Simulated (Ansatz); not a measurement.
Below is a relaxed structure of Ta₂Sn₃. The cell was found from a proposed guess, not taken from experiment.

Theory: Ansatz, DFT PBE, scalar-relativistic, plane waves, PAW. Cutoff 420 eV, Γ-centred mesh, Gaussian smearing, no spin polarisation.

```
CELL_PARAMETERS angstrom
4.89455 0.00000 0.00000
-2.44728 4.23881 0.00000
0.00000 0.00000 5.73345
ATOMIC_POSITIONS crystal
Ta 0.66667 0.33333 0.90563
Ta 0.33333 0.66667 0.09437
Sn 0.00000 0.00000 0.00000
Sn 0.66667 0.33333 0.39278
Sn 0.33333 0.66667 0.60722
```

Formation energies are uncorrected and refer to the elements' standard structures at the same level. The references include grey tin.

(1) Find its symmetry and describe it.

(2) What is its formation energy per atom?

(3) Is it a metal?

## Answers

(1) P-3m1 (No. 164). Conventional cell: a = 4.895 Å, c = 5.733 Å. Ta has 5 Sn at 2.79–2.94 Å, 3 Ta at 3.03 Å and 3 Sn at 3.30 Å; around Sn on a site of symmetry -3m lie 6 Ta at 2.88 Å and 6 Sn at 3.61 Å; Sn on a site of symmetry 3m is surrounded by 2 Ta at 2.79–2.94 Å, 3 Sn at 3.08 Å, 3 Ta at 3.30 Å and 3 Sn at 3.61 Å.

(2) +0.14 eV/atom. It can't be a ground state, since the elements alone are lower.

(3) Yes, bands cross the Fermi level on the 6×6×6 mesh.

The last run used a 6×6×6 mesh for its 5-atom cell and Gaussian smearing of 0.10 eV. These runs have no spin–orbit coupling, which can matter for Ta. A later test with randomly moved atoms led to a structure 9 meV/atom lower, so this end is a saddle point or a shallow minimum.
